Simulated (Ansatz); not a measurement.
Each is relaxed and computed with plane-wave PAW PBE (Ansatz code). Which is the only one with a gap?
A. FeGe2, R-3m (Fe on 3a, Ge on 6c)
B. Ba2BiSb2, Immm (Bi on 2a, Ba on 4j, Sb on 4h)
C. BiB, CsCl type
D. Bi2Te3, R-3m (Bi on 6c, Te on 6c, Te on 3a)

D, Bi2Te3, R-3m (Bi on 6c, Te on 6c, Te on 3a). Bi2Te3: gap 0.50 eV (direct); BiB: metal; Ba2BiSb2: metal; FeGe2: metal. Spin orders computed, not proven ground states: FeGe2, R-3m (Fe on 3a, Ge on 6c) antiferromagnetic. Constructed cells (a structure type filled with these elements, in neither database checked): BiB, CsCl type; FeGe2, R-3m (Fe on 3a, Ge on 6c). Standing as an ambient phase not checked: Ba2BiSb2, Immm (Bi on 2a, Ba on 4j, Sb on 4h). Weakly bound layers, chains or molecules computed without a dispersion correction, so cells and soft constants are ill determined: Bi2Te3, R-3m (Bi on 6c, Te on 6c, Te on 3a). All cells were relaxed under the symmetry of their starts (and spin orders); stability against distortions was not tested throughout. Cells of antiferromagnets are given as chemical subcells. Scalar-relativistic: spin–orbit coupling is off unless named, which matters more the heavier the elements.

Potentials: the later of the program's two PAW sets.
